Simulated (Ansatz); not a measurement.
Method: DFT, BLYP, plane waves (420 eV) with PAW, scalar-relativistic in Ansatz. The PAW files were generated under PBE, with cores re-solved for the functional.

An element in the dhcp structure gives this curve. The cell is scaled uniformly from the relaxed one, with fractional coordinates and shape fixed. Energies are extrapolated to zero smearing, pressures are those at the given smearing. Magnetic state: spin not included.

```csv
V (Å³/atom),E − E₀ (meV/atom),P (GPa)
13.665,283.3,55.14
14.286,115.6,32.58
14.907,26.3,14.51
15.528,-0.1,0.04
16.149,23.8,-11.54
16.771,88.0,-20.78
17.392,184.1,-28.10
```

Q: Which element is it?
A. rhenium
B. ruthenium
C. platinum
D. palladium

A: A. Its fit is V₀ = 15.52 Å³/atom, B₀ = 323 GPa, B₀′ = 4.6.
